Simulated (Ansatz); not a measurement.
# Calculated with Ansatz: AlSiP2, relaxation

The input file (Ansatz 0.2.0, plane waves):

```yaml
crystal:
  lattice:
    - [0.0, 5.707231, 0.0]
    - [5.707231, 0.0, 0.0]
    - [2.853615, 2.853615, -5.029624]
  atoms:
    - { symbol: P, position: [0.6679, 0.125, 0.25] }
    - { symbol: P, position: [0.875, 0.9179, 0.75] }
    - { symbol: P, position: [0.0821, 0.625, 0.25] }
    - { symbol: P, position: [0.375, 0.3321, 0.75] }
    - { symbol: Si, position: [0.0, 0.0, 0.0] }
    - { symbol: Si, position: [0.75, 0.25, 0.5] }
    - { symbol: Al, position: [0.25, 0.75, 0.5] }
    - { symbol: Al, position: [0.5, 0.5, 0.0] }
  symmetry: { tolerance: 0.0003 }
kpoints:
  mp_grid: { grid: [6, 6, 6], shift: [0, 0, 0] }
magnetization:
  spin_polarized: false
scf:
  occupations: { method: fermi_dirac }
  lower_state_search: "off"
hamiltonian:
  pseudopotentials: { kind: paw }
  xc: r2scan
basis:
  ecutwfc: 500
  fft_grid_basis: typed
relax:
  max_steps: 40
  cell: { p_target: 5.0 }
  f_tol: 0.03
output:
  forces: true
  stress: true
  eigenvalues: true
  bader: true
  populations: true
  elf: true
  write_potential: true
  volumetric_format: npy
  dos:
    e_range: [-12, 8]
    de: 0.05
    projected: { site_lists: { Al: [Al], P: [P], Si: [Si] } }
checkpoint:
  read: saved_state
```

Run with:

```bash
ansatz run input.yaml --threads 2 --pin off --max-ram 3584MiB --backend cpu --events-out ev --progress --plain --runs-dir out
```

Origin of the cell: a known structure type with other elements, at an estimated volume, so it need not be a known compound.

The smearing width isn't typed, so it takes its default of 0.1 eV.

The saved state is a converged single point of the same cell.

Excerpt of the output:

```
SCF iter   1: F=-5396.684695 eV  HF=-5396.684753 eV  Δρ=5.35e-4  dr2=8.64e-4  dr2_τ=8.26e-5
SCF iter   2: F=-5396.684806 eV  HF=-5396.684861 eV  Δρ=3.59e-4  dr2=4.17e-4  dr2_τ=2.12e-5
SCF iter   3: F=-5396.684890 eV  HF=-5396.684884 eV  Δρ=7.26e-5  dr2=1.26e-5  dr2_τ=1.07e-6
SCF iter   4: F=-5396.684860 eV  HF=-5396.684860 eV  Δρ=1.99e-5  dr2=1.15e-6  dr2_τ=2.20e-8
SCF iter   5: F=-5396.684860 eV  HF=-5396.684860 eV  Δρ=4.76e-6  dr2=6.01e-8  dr2_τ=1.06e-9
relax step   1: F+E_penalty+E_count = -5396.684860 eV  Δ(F+E_penalty+E_count) = +0.000e0 eV  max|allowed force component| = 1.445e0 eV/Å  Δτ_max = 0.0000 Å  P = -3.952 GPa  Ω = 163.827 Å³  (5 […]
relax step   2: F+E_penalty+E_count = -5397.246432 eV  Δ(F+E_penalty+E_count) = -5.616e-1 eV  max|allowed force component| = 4.116e-1 eV/Å  Δτ_max = 0.1356 Å  P = +4.826 GPa  Ω = 145.874 Å³ […]
relax step   3: F+E_penalty+E_count = -5397.236711 eV  Δ(F+E_penalty+E_count) = +9.721e-3 eV  max|allowed force component| = 7.041e-3 eV/Å  Δτ_max = 0.0326 Å  P = +6.056 GPa  Ω = 144.397 Å³ […]
relax step   4: F+E_penalty+E_count = -5397.306176 eV  Δ(F+E_penalty+E_count) = -6.946e-2 eV  max|allowed force component| = 1.260e-1 eV/Å  Δτ_max = 0.0120 Å  P = +5.221 GPa  Ω = 145.628 Å³ […]
relax step   5: F+E_penalty+E_count = -5397.357239 eV  Δ(F+E_penalty+E_count) = -5.106e-2 eV  max|allowed force component| = 1.548e-1 eV/Å  Δτ_max = 0.0045 Å  P = +4.760 GPa  Ω = 146.463 Å³ […]
relax step   6: F+E_penalty+E_count = -5397.349750 eV  Δ(F+E_penalty+E_count) = +7.489e-3 eV  max|allowed force component| = 1.021e-2 eV/Å  Δτ_max = 0.0136 Å  P = +5.016 GPa  Ω = 146.086 Å³ […]
relax step   7: F+E_penalty+E_count = -5397.351031 eV  Δ(F+E_penalty+E_count) = -1.281e-3 eV  max|allowed force component| = 3.214e-3 eV/Å  Δτ_max = 0.0011 Å  P = +5.004 GPa  Ω = 146.120 Å³ […]
relax step   8: F+E_penalty+E_count = -5397.351609 eV  Δ(F+E_penalty+E_count) = -5.777e-4 eV  max|allowed force component| = 1.292e-3 eV/Å  Δτ_max = 0.0002 Å  P = +5.008 GPa  Ω = 146.136 Å³ […]
relax step   9: F+E_penalty+E_count = -5397.350222 eV  Δ(F+E_penalty+E_count) = +1.386e-3 eV  max|allowed force component| = 1.334e-3 eV/Å  Δτ_max = 0.0000 Å  P = +5.007 GPa  Ω = 146.136 Å³  stress off target by 1.15e-2 GPa […]
SCF 9 converged in 5 iterations: F = -5397.350222 eV  dr2 = 2.88e-11
basis re-selected at this cell: Δ(F+E_penalty+E_count) = +1.386e-3 eV, ΔP = -0.000 GPa vs the last step (what re-selecting the basis moved, of the pressure what is left beyond the Pulay corre […]
SCF converged after 5 iterations
Free energy (F): -5397.350222 eV
Harris-Foulkes:  -5397.350222 eV  (|F-HF|=9.09e-13)
Internal energy: -5397.224961 eV  (E = F + TS)
E sigma→0 (E₀):  -5397.287592 eV
Entropy (-TS):   -0.125261 eV (-15.658 meV/atom)
Fermi energy:    8.758129 eV
--- Per-component energies (eV) ---
  E_band       = 36.124318
  E_kinetic    = 420.897100
  E_local      = -325.581681  (includes V_loc(G=0)·N_el)
  E_nonlocal   = 202.819869
  E_hartree    = 96.326959
  E_xc         = -415.371737
  E_vxc        = -429.583570  (∫ρ·V_xc dr)
  E_paw        = -4288.940921  (= ΣΔE_a)
  E_vpaw       = -43.584905  (= ΣTr[D̂ρ^β])
  E_aug_tail   = 0.000010  (compensation charges beyond the density's cutoff)
  E_vtau       = 18.503514  (kinetic-family band-sum trace: ∫τ·v_τ [+ j·A + Jᵃ·Aᵃ] dr)
  E_ewald      = -1086.738110
  E_core_change = -0.636451  (= ΣΔE_core)
  E_smearing   = -0.125261  (= −TS)
  Σ components = -5397.350222   (vs F -5397.350222, Δ=0.00e0)
--- Forces (eV/Å), atoms counted from 1 ---
  atom   1  P      0.000000     0.001334    -0.000000
  atom   2  P      0.001334    -0.000000    -0.000000
  atom   3  P      0.000000    -0.001334     0.000000
  atom   4  P     -0.001334    -0.000000     0.000000
  atom   5  Si    -0.000000    -0.000000     0.000000
  atom   6  Si    -0.000000     0.000000     0.000000
  atom   7  Al     0.000000    -0.000000     0.000000
  atom   8  Al     0.000000    -0.000000     0.000000
  max |Σ_I F_I| component: 6.59e-17 eV/Å
--- Stress (GPa, compression-positive) ---
        5.011479      -0.000000      -0.000000
       -0.000000       5.011479      -0.000000
       -0.000000      -0.000000       4.999369
  P = ⅓ Tr σ = 5.0074 GPa (50.074 kbar)
--- Relaxed structure (8 steps of the walk, 8 accepted, 1 SCFs on fresh bases) ---
  F+E_penalty+E_count = -5397.350222 eV   max|allowed force component| = 1.334e-3 eV/Å   (the final SCF, on the basis selected at the relaxed cell)
  cell:  # Å, volume = 146.1357 Å³
    - [-6.525e-15, 5.275310, -2.622e-7]
    - [5.275310, -6.525e-15, -2.622e-7]
    - [2.637655, 2.637655, -5.251222]
  atoms:
    - { symbol: P, position: [0.637764, 0.125000, 0.250000] }
    - { symbol: P, position: [0.875000, 0.887764, 0.75] }
    - { symbol: P, position: [0.112236, 0.625, 0.250000] }
    - { symbol: P, position: [0.375000, 0.362236, 0.75] }
    - { symbol: Si, position: [1.039e-19, 6.079e-19, 0.0] }
    - { symbol: Si, position: [0.75, 0.250000, 0.5] }
    - { symbol: Al, position: [0.250000, 0.75, 0.5] }
    - { symbol: Al, position: [0.5, 0.5, 0.0] }
--- Löwdin populations: 8 sites ---
  site symbol       q [e]
     0      P      5.1618
     1      P      5.1618
     2      P      5.1618
     3      P      5.1618
     4     Si      3.6840
     5     Si      3.6840
     6     Al      2.6810
     7     Al      2.6810
  spilling = 0.018314 (of n_electrons = 34.000000)
--- Bader charges: 8 sites ---
  site symbol  charge [e]  shift [e]
     0      P     -2.0914     0.0158
     1      P     -2.0915     0.0158
     2      P     -2.0914     0.0158
     3      P     -2.0914     0.0158
     4     Si      2.0037     0.0318
     5     Si      2.0037     0.0318
     6     Al      2.1792     0.0002
     7     Al      2.1791     0.0002
  estimated error of the sums over rays = 3.5e-4 e
```

Before:

Space group I-42d (No. 122); the run's cell has a = 5.707 Å, b = 5.707 Å, c = 6.449 Å, α = 63.74°, β = 63.74°, γ = 90.00°. Shortest distances: P–Si 2.24 Å, Al–P 2.53 Å.

The relaxed structure.

Space group I-42d (No. 122); the run's cell has a = 5.275 Å, b = 5.275 Å, c = 6.441 Å, α = 65.83°, β = 65.83°, γ = 90.00°. Shortest distances: P–Si 2.24 Å, Al–P 2.32 Å.

```
Enthalpy lowered by     : 152.2 meV/atom
Volume change           : -10.80 %
Final pressure          : 5.01 GPa
Relaxation steps listed : 9
```

Caveats: the relaxation held the start's symmetry, so the end may be a saddle point.

The run took 110 s on 2 threads of Intel(R) Xeon(R) 6975P-C (Granite Rapids), on a shared host, peak memory 0.97 GiB, from a saved density.
